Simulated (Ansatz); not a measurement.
## Profile along the Lu–Lu line in Lu (hcp, Mg type)

Lu (hcp, Mg type)

```yaml
crystal:
  lattice:
    - [3.44496, 0.00000, 0.00000]
    - [-1.72248, 2.98343, 0.00000]
    - [0.00000, 0.00000, 5.34875]
  atoms:
    - { symbol: Lu, position: [0.33333, 0.66667, 0.75000] }
    - { symbol: Lu, position: [0.66667, 0.33333, 0.25000] }
```

Fields along a shortest Lu–Lu line of a (1 -1 0 0) plane (3.44 Å), from Lu to Lu, interpolated on the slice's grid (step about 0.3 Å). Level of theory: PBEsol (plane waves to 420 eV, PAW, scalar-relativistic; Ansatz, a first-principles code). k mesh 16×16×9. Inside the PAW spheres the values are not all-electron values, and peaks at nuclei hang on which shells count as valence. Lu is run without spin polarisation. Lu was relaxed with its symmetry unable to fall. The PAW data are Ansatz's earlier set.

```
distance from Lu (Å)  valence electron density (e/Å³)  electron localisation function
--------------------  -------------------------------  ------------------------------
0.00                                            50.80                               x
0.34                                            23.58                               x
0.69                                             3.84                            0.80
1.03                                             0.49                            0.27
1.38                                             0.15                            0.12
1.72                                             0.12                            0.23
2.06                                             0.15                            0.12
2.41                                             0.49                            0.27
2.75                                             3.84                            0.80
3.10                                            23.58                               x
3.44                                            50.80                               x
```

x: too close to a nucleus for the ELF to mean much.

Density on the Lu–Lu line (3.44 Å) at its midpoint: 0.12 e/Å³. ELF at that point: 0.2.
